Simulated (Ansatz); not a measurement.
**7 guesses for PtSeS4 and where they end**

Computed with DFT PBE, scalar-relativistic, plane waves, PAW (Ansatz 0.2.0). All cells share a 420 eV cutoff and Γ-centred k meshes spaced at most about 0.3 Å⁻¹ (about 0.25 or finer for metals, 2π included). No spin polarisation in the final relaxations.

Each guess was relaxed in cell and atoms at zero pressure, within the symmetry of its start. Temperature and zero-point effects are left out. Coordination counts S or Se atoms around Pt (for each partner element, those within 1.25 times its shortest distance or 1.15 times the sum of covalent radii, where it is the nearest in units of that sum or under 1.3; the shortest distance is added where it exceeds 1.18 times the sum of covalent radii).

| guess | made from | start group | V start (Å³/atom) | end group | V end (Å³/atom) | coordination at the end | gap on mesh (eV) | E over the lowest end (meV/atom) |
| --- | --- | --- | --- | --- | --- | --- | --- | --- |
| 1 | FeCoSn4 type | I422 | 19.2 | I422 | 18.3 | Pt 8 | 0 | 506 |
| 2 | CePt4Rh type | P-6m2 | 23.6 | P-6m2 | 19.7 | Pt 6 | 0 | 677 |
| 3 | NaClO4 type | I-42m | 20.7 | I-42m | 30.7 | Pt 4 | 0 | 413 |
| 4 | SrCaSi4 type | P-3m1 | 27.1 | P-3m1 | 24.0 | Pt 6 | 0.87 | 0 |
| 5 | H4BrN type | P-43m | 19.6 | ? | ? | ? | ? | ? |
| 6 | LuCdNi4 type | F-43m | 22.2 | F-43m | 17.5 | Pt 16 from 3.1 Å | 0 | 1275 |
| 7 | NaYF4 type | P4/mmm | 19.8 | P4/mmm | 19.3 | Pt 8 | 0 | 611 |

Guess 5 as it starts:

```cif
data_structure
_symmetry_space_group_name_H-M 'P-43m'
_symmetry_Int_Tables_number 215
_cell_length_a 4.8979
_cell_length_b 4.8979
_cell_length_c 4.8979
_cell_angle_alpha 90.000
_cell_angle_beta 90.000
_cell_angle_gamma 90.000
_cell_volume 117.50
loop_
_atom_site_label
_atom_site_type_symbol
_atom_site_symmetry_multiplicity
_atom_site_Wyckoff_symbol
_atom_site_fract_x
_atom_site_fract_y
_atom_site_fract_z
_atom_site_occupancy
Pt1 Pt 1 a 0.00000 0.00000 0.00000 1
Se1 Se 1 b 0.50000 0.50000 0.50000 1
S1 S 4 e 0.14800 0.14800 0.14800 1
```

**Question.** Predict the end of this guess and its energy over the lowest end.

**Answer.** It ends in space group P-43m (No. 215), with a = 5.352 Å, 25.5 Å³/atom and no gap. It lies 0.62 eV/atom over the lowest end, within the noise of guess 7 and below guess 2. Counting S or Se atoms around Pt, this end has Pt 4 and the lowest (guess 4) has Pt 6.

```
CELL_PARAMETERS angstrom
5.35194 0.00000 0.00000
0.00000 5.35194 0.00000
0.00000 0.00000 5.35194
ATOMIC_POSITIONS crystal
Pt 0.00000 0.00000 0.00000
Se 0.50000 0.50000 0.50000
S 0.24220 0.24220 0.24220
S 0.24220 0.75780 0.75780
S 0.75780 0.75780 0.24220
S 0.75780 0.24220 0.75780
```

The zero of energy is the elements' standard structures at the same level; no fitted shifts are applied.

**Question.** Is the lowest end bound against the elements?

**Answer.** Yes: its formation energy is −0.043 eV/atom. It lies below the elements, which doesn't yet make it stable against other compounds or structures.

The k mesh leaves some 4 meV/atom of noise in the energy of each metallic cell. Weakly bound directions are ill-defined at this level, which has no dispersion term (P-3m1, I-42m), and this can change margins and order among such cells. Spin–orbit coupling, which can matter for Pt, is left out. Kohn–Sham gaps at this level usually fall short of measured ones. The zero gap of I-42m may come from the functional, which often closes small gaps, or the cell may be a true semimetal. The reference forms of S and Se are held partly by dispersion forces, which this level lacks. Cells relaxed within their symmetry can be saddle points. A lower structure may well exist outside this small set. Some candidate types were left out of the draw beforehand, so a known form may be missing.
